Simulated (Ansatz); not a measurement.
**ScMn6Ge6, a database entry at a rescaled volume**

```yaml
crystal:
  lattice:
    - [5.20625, 0.00000, 0.00000]
    - [-2.60312, 4.50875, 0.00000]
    - [0.00000, 0.00000, 8.14680]
  atoms:
    - { symbol: Ge, position: [0.00000, 0.00000, 0.16600] }
    - { symbol: Ge, position: [0.00000, 0.00000, 0.83400] }
    - { symbol: Mn, position: [0.50000, 0.00000, 0.25200] }
    - { symbol: Mn, position: [0.50000, 0.50000, 0.25200] }
    - { symbol: Mn, position: [0.00000, 0.50000, 0.25200] }
    - { symbol: Mn, position: [0.00000, 0.50000, 0.74800] }
    - { symbol: Mn, position: [0.50000, 0.50000, 0.74800] }
    - { symbol: Mn, position: [0.50000, 0.00000, 0.74800] }
    - { symbol: Sc, position: [0.00000, 0.00000, 0.50000] }
    - { symbol: Ge, position: [0.33330, 0.66670, 0.00000] }
    - { symbol: Ge, position: [0.66660, 0.33330, 0.00000] }
    - { symbol: Ge, position: [0.33330, 0.66670, 0.50000] }
    - { symbol: Ge, position: [0.66660, 0.33330, 0.50000] }
```

Level: r2SCAN, no spin polarisation; 500 eV; 8×8×4 Γ-centred mesh; methfessel-paxton occupations (width 0.0906 eV); Ansatz 0.2.0, fixed geometry.

Task: Is the cell too large or too small?

Result: The pressure is -15.6 GPa (compression positive), so with the atoms held at these fractions the cell would first shrink; the forces are large, so a full relaxation may end otherwise. The principal stresses -17.3, -17.3, -12.3 GPa differ, so its shape would change too.

Task: Describe some of the short contacts.

Result: Mn–Ge at 2.52 Å: least valence density 0.36 e/Å³ and ELF 0.31 there. Mn–Mn at 2.60 Å: least valence density 0.32 e/Å³ and ELF 0.33 there. Ge–Ge at 2.70 Å: least valence density 0.37 e/Å³ and ELF 0.81 there. These are pseudo-fields; inside the PAW spheres they differ from the all-electron ones.

Task: Where is the largest force?

Result: The largest is on Ge1 (and as large on other atoms): 0.83 eV/Å, components (0.00, 0.00, -0.83). It makes 105° with the line to a nearest neighbour, Mn3 at 2.70 Å.

Task: What happens at the Fermi level?

Result: It is a metal, with about 23 states/eV a cell as the mean within 0.25 eV of the Fermi level, mostly Mn d (92 %).

Origin: a database entry at a rescaled volume. Caveats: no spin polarisation, so a magnetic state may lie lower; atoms or cell far from equilibrium.
